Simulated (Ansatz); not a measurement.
YSi:
```
CELL_PARAMETERS angstrom
      3.53803     0.00000     0.00000
      0.00000     3.53803     0.00000
      0.00000     0.00000     3.53803
ATOMIC_POSITIONS crystal
  Y  0.00000 0.00000 0.00000
  Si 0.50000 0.50000 0.50000
```

Relaxed with PBE. Special points in fractions of this cell's reciprocal vectors: Γ (0.000, 0.000, 0.000); X (0.000, 0.500, 0.000); M (0.500, 0.500, 0.000); R (0.500, 0.500, 0.500).

List the band energies nearest the Fermi level at these points for DFT-PBE in the program Ansatz with PAW potentials.

In eV from the Fermi level; about four levels below and three above (degenerate sets whole), none deeper than 8.9 eV; points with the same levels are listed once.

```tsv
k	below	above
Γ	-0.97 -0.97	1.38 1.38 1.38
X	-7.49 -4.94 -0.21 -0.21	0.16 4.26 4.81
M	-7.30 -2.43 -2.43 -0.87	1.81 1.81 2.78
R	-5.18 -3.70 -3.70 -3.70	3.55 3.55 3.55
```

Space group Pm-3m (CsCl type). The cell is a constructed one: a structure type filled with these elements; neither database checked (COD, Materials Project) lists it. Its standing as an ambient phase is unchecked. Symmetry was held in the PBE relaxation; whether a distortion lowers the energy is not shown. The run is not spin-polarised. Spin–orbit coupling is left out wherever it is not named.

Potentials: the earlier of the program's two PAW sets.
